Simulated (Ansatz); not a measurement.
Property card for BPt

BPt:
```yaml
crystal:
  lattice:
    - [3.68857, 0.00000, 0.00000]
    - [-1.84428, 3.19439, 0.00000]
    - [0.00000, 0.00000, 3.68194]
  atoms:
    - { symbol: Pt, position: [0.33333, 0.66667, 0.25000] }
    - { symbol: Pt, position: [0.66667, 0.33333, 0.75000] }
    - { symbol: B, position: [0.00000, 0.00000, 0.00000] }
    - { symbol: B, position: [0.00000, 0.00000, 0.50000] }
```

Space group P6_3/mmc (No. 194), NiAs type; conventional cell a = 3.6886 Å, b = 3.6886 Å, c = 3.6819 Å, α = 90.00°, β = 90.00°, γ = 120.00°.

Method: plane-wave PAW PBEsol (Ansatz code). Structure relaxed to zero pressure with the same functional. Other levels are named where they apply.

**Cell and energy**

Volume per atom: 10.85 Å³
Density: 15.76 g/cm³
Formation energy from the elements (no fitted shifts): 29 meV/atom

**Electronic structure**

* **Electronic character**: metallic (no gap)
* **Density of states at the Fermi level**: 0.52 states/eV per atom (mean over ±0.08 eV)
* **Gap with spin–orbit coupling**: none (metallic)

**Mechanics**

* **Bulk modulus (Birch–Murnaghan fit)**: 282 GPa
* **Pressure derivative B′**: 4.6
* **Elastic constants (relaxed ions, GPa)**: C11 = 373, C12 = 246, C13 = 250, C33 = 317, C44 = 53.0
* **Mechanical stability**: stable (all eigenvalues of C positive)
* **Hill bulk and shear moduli**: 283 and 54.3 GPa
* **Young's modulus**: 153 GPa
* **Poisson's ratio**: 0.41
* **Debye temperature from the elastic constants**: 283 K

**Phonons**

* **Highest zone-centre frequency**: 661 cm^-1
* **Zone-centre stability**: no imaginary mode at Γ

The workflow started from an entry of the Crystallography Open Database (COD). Whether it is the stable phase at ambient conditions was not checked. The PBEsol relaxation kept the symmetry of its start. No spin polarisation was allowed. As this level gives no gap, shear constants depend on the k-mesh and smearing (Fermi–Dirac, 0.1 eV here). As this level gives no gap, phonon frequencies hold no LO–TO term and depend on the k-mesh and smearing (Fermi–Dirac, 0.1 eV here). The references are the lowest solids computed at this level, not always the standard phases. Spin–orbit coupling is left out wherever it is not named.

Potentials: the later of the program's two PAW sets.
